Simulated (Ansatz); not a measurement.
ZnSiP2:
```cif
data_P4Si2Zn2
_chemical_formula_sum 'Zn2 Si2 P4'
_space_group_name_H-M_alt 'P 1'
_space_group_IT_number 1
_cell_length_a 6.46856
_cell_length_b 6.46856
_cell_length_c 6.46856
_cell_angle_alpha 130.880
_cell_angle_beta 130.880
_cell_angle_gamma 72.004
loop_
_space_group_symop_operation_xyz
  'x, y, z'
loop_
_atom_site_label
_atom_site_type_symbol
_atom_site_fract_x
_atom_site_fract_y
_atom_site_fract_z
_atom_site_occupancy
Zn1 Zn 0.75000 0.25000 0.50000 1
Zn2 Zn 0.00000 0.00000 0.00000 1
Si1 Si 0.25000 0.75000 0.50000 1
Si2 Si 0.50000 0.50000 0.00000 1
P1 P 0.14176 0.12500 0.51676 1
P2 P 0.60824 0.62500 0.48324 1
P3 P 0.37500 0.85824 0.98324 1
P4 P 0.87500 0.39176 0.01676 1
```

Relaxed with r²SCAN.

Tabulate the valence density and the electron localisation function along the shortest Si–P contact (2.26 Å), r²SCAN in the plane-wave PAW code Ansatz.



| distance from Si (Å) | density (e/Å³) | ELF |
|---|---|---|
| 0.23 | 0.09 | 0.32 |
| 0.34 | 0.16 | 0.28 |
| 0.45 | 0.28 | 0.41 |
| 0.56 | 0.40 | 0.65 |
| 0.68 | 0.51 | 0.83 |
| 0.79 | 0.59 | 0.90 |
| 0.90 | 0.63 | 0.93 |
| 1.02 | 0.66 | 0.94 |
| 1.13 | 0.70 | 0.93 |
| 1.24 | 0.75 | 0.93 |
| 1.35 | 0.81 | 0.92 |
| 1.47 | 0.86 | 0.90 |
| 1.58 | 0.84 | 0.84 |
| 1.69 | 0.73 | 0.67 |
| 1.81 | 0.53 | 0.29 |
| 1.92 | 0.31 | 0.03 |
| 2.03 | 0.13 | 0.00 |

The density is the valence pseudo-density with augmentation charge, so density and ELF within about 1 Å of a nucleus are not all-electron values.

Space group I-42d (chalcopyrite). The cell was relaxed with r²SCAN under the symmetry of its start.

Potentials: the later of the program's two PAW sets.
